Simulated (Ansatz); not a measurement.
Pt (Fm-3m): the size of the finite step

```xyz
1
Lattice="0.0000 1.9709 1.9709 1.9709 0.0000 1.9709 1.9709 1.9709 0.0000" Properties=species:S:1:pos:R:3 pbc="T T T"
Pt    0.0000    0.0000    0.0000
```

Conventional cell: a = 3.942 Å, b = 3.942 Å, c = 3.942 Å, α = 90.00°, β = 90.00°, γ = 90.00°. Pt (atom 1) has 12 Pt at 2.79 Å as nearest neighbours.

Level of theory, where no other is named: r²SCAN, PAW on Ansatz 0.2.0's default frozen-core files (fitted under PBE), scalar-relativistic. k mesh 22×22×22, strains of ±0.005, Fermi-Dirac smearing of 0.100 eV, cutoff 500 eV. The cell was relaxed by PAW under this functional.

Task: Elastic constants come from stresses at strains of ±0.005 (two-point stencil): C11 = 331.1, C12 = 239.2, C44 = 73.3 GPa. What does an amplitude of 0.08 give?

Result: C11 = 337.2, C12 = 253.5, C44 = 84.4 GPa. A large step picks up anharmonic terms.

Known limits: frozen-core PAW files fitted under PBE, their cores solved anew for the functional of the run; responses of metals move with mesh and smearing; no spin-orbit coupling on heavy atoms.
